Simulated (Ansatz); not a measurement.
Cu3Au:
```
CELL_PARAMETERS angstrom
      3.78084     0.00000     0.00000
      0.00000     3.78084     0.00000
      0.00000     0.00000     3.78084
ATOMIC_POSITIONS crystal
  Cu 0.00000 0.50000 0.50000
  Cu 0.50000 0.50000 0.00000
  Cu 0.50000 0.00000 0.50000
  Au 0.00000 0.00000 0.00000
```

Relaxed with PBE. Special points in fractions of this cell's reciprocal vectors: Γ (0.000, 0.000, 0.000); X (0.000, 0.500, 0.000); M (0.500, 0.500, 0.000); R (0.500, 0.500, 0.500).

Question: List the band energies nearest the Fermi level at these points for PBE in the plane-wave PAW code Ansatz.

Answer: In eV from the Fermi level; about four levels below and three above (degenerate sets whole), none deeper than 8.9 eV; … stands for higher levels left out; points with the same levels are listed once.

```csv
k,below,above
Γ,-1.50 -1.50 -1.50 -1.38 -1.38 -1.38,1.24 1.24 1.24
X,-1.96 -1.88 -1.50 -1.38,5.68 5.68 6.41 6.41
M,-2.09 -0.52 -0.52 -0.44,0.28 8.40 9.28 9.28
R,-1.04 -1.01 -1.01 -1.01,2.36 …
```

Space group Pm-3m (Cu3Au type). The PBE relaxation kept the symmetry of its start. The run is not spin-polarised. Scalar-relativistic: spin–orbit coupling is off unless named, which matters more the heavier the elements.

Potentials: the later of the program's two PAW sets.
